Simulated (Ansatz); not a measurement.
# Several inputs for ZnS with Fe replacing Zn

Cell: a supercell of ZnS (space group P6_3mc) built from a structure deposited in the COD (the entry's cell lengths or inner coordinates differ somewhat from later room-temperature determinations), with all atoms left at the host's positions.

Space group P3m1 (No. 156); a = 7.6240, c = 18.6900 Å, γ = 120.00°.

```
site  Wyckoff  site symmetry       x       y       z
 Zn1       3d            .m.  0.6667  0.8333  0.0000
 Zn2       1c            3m.  0.6667  0.3333  0.0000
 Zn5       3d            .m.  0.6667  0.8333  0.5000
 Zn6       1c            3m.  0.6667  0.3333  0.5000
 Zn9       3d            .m.  0.8333  0.1667  0.1667
Zn12       1b            3m.  0.3333  0.6667  0.1667
Zn13       1a            3m.  0.0000  0.0000  0.6667
Zn14       3d            .m.  0.0000  0.5000  0.6667
  Fe       1a            3m.  0.0000  0.0000  0.3333
Zn18       3d            .m.  0.0000  0.5000  0.3333
Zn21       3d            .m.  0.8333  0.1667  0.8333
Zn24       1b            3m.  0.3333  0.6667  0.8333
 S25       3d            .m.  0.6667  0.8333  0.1250
 S26       1c            3m.  0.6667  0.3333  0.1250
 S29       3d            .m.  0.6667  0.8333  0.6250
 S30       1c            3m.  0.6667  0.3333  0.6250
 S33       3d            .m.  0.8333  0.1667  0.2917
 S36       1b            3m.  0.3333  0.6667  0.2917
 S37       1a            3m.  0.0000  0.0000  0.7917
 S38       3d            .m.  0.0000  0.5000  0.7917
 S41       1a            3m.  0.0000  0.0000  0.4583
 S42       3d            .m.  0.0000  0.5000  0.4583
 S45       3d            .m.  0.8333  0.1667  0.9583
 S48       1b            3m.  0.3333  0.6667  0.9583
```

One atom of each set is listed.

Reference run. Computed with Ansatz: DFT, PBE, plane waves and PAW, scalar-relativistic, collinear spin, 420 eV cutoff, Γ-centred 3×3×1 k-points, Fermi–Dirac smearing 0.01 eV, cell charge +1. Start moments as typed (μB): 5 on each Fe, none on the rest. The program fits them to the shells of the files, so those used differ somewhat.

It gives V_zz (10²¹ V/m²) Fe -0.74 (η 0.00), Zn9 1.52 (η 0.21), S36 -1.16 (η 0.00), among others. Each of these runs changes the input as listed (caps on SCF iterations aside):

A. scf.eigensolver.kind: not typed → davidson; total_charge: 1 → 0
B. kpoints.mp_grid.shift: not typed → [0.5, 0.5, 0.0]

**Question.** How does each run end, and how far do the gradients move?

**Answer.** 

```tsv
run	Fe V_zz (η)	Zn9 V_zz (η)	S36 V_zz (η)	largest change of a gradient tensor, all atoms	note
A	0.047 (0.00)	0.24 (0.05)	0.012 (0.00)	2.05	converged; neutral cell; absolute moment 4.8 → 4.0 μB
B	1.81 (0.52)	1.61 (0.22)	-1.24 (0.05)	1.72	converged; the mesh lowers the symmetry; on Fe the largest value lies along another axis
```

Several of them move the gradients by like amounts.

On the reference run: The defect repeats with the cell of 48 atoms, so it feels its images: sites between two images don't show the values beside a lone defect, and zeros or small values of η there can come from the images' arrangement. S and Zn carry a gradient in the pure host already, so the values there aren't the defect's effect alone. A uniform background compensates the cell's charge. The defect cell has no gap above 0.1 eV on its mesh, so the values can hang on the smearing and the k-mesh. The program didn't check the stability of this electronic state in full, so a lower one may lie near. With these PAW files V_zz is typically within 2 to 3 % of all-electron values, but misses above 10 % occur on Fe. The neighbours have not yet relaxed around the defect (largest force 0.71 eV/Å), so a real crystal will differ.
